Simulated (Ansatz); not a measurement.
ZrSi (NiAs type, space group No. 194) at seven volumes, the program Ansatz at the PBE level (PAW), shape and atoms relaxed at each. One row is withheld.

```csv
V (Å³/atom),P (GPa)
18.819,11.53
19.439,?
20.060,3.36
20.680,0.00
21.301,-2.89
21.921,-5.38
22.541,-7.56
```

**Question.** Fit the shown pressures and predict the withheld one.

**Answer.** P = (3/2)B₀(x^(7/2) − x^(5/2))[1 + (3/4)(B′ − 4)(x − 1)] with x = (V₀/V)^(2/3). Least squares on the six rows gives V₀ = 20.683 Å³/atom, B₀ = 103 GPa, B′ = 3.63. At V = 19.439, x = 1.0422 and P = 7.15 GPa. The run itself gave 7.23 GPa.

Space group P6_3/mmc (NiAs type). A made-up cell: these elements were put on the sites of a structure type; neither database checked (COD, Materials Project) lists it. COD files the formula under space group No. 62, 63, so this cell is another polymorph or a model. Whether it is the stable phase at ambient conditions was not checked. The cell was relaxed with PBE under the symmetry of its start; whether a distortion lowers the energy is not shown. The run is not spin-polarised.

Potentials: the later of the program's two PAW sets.
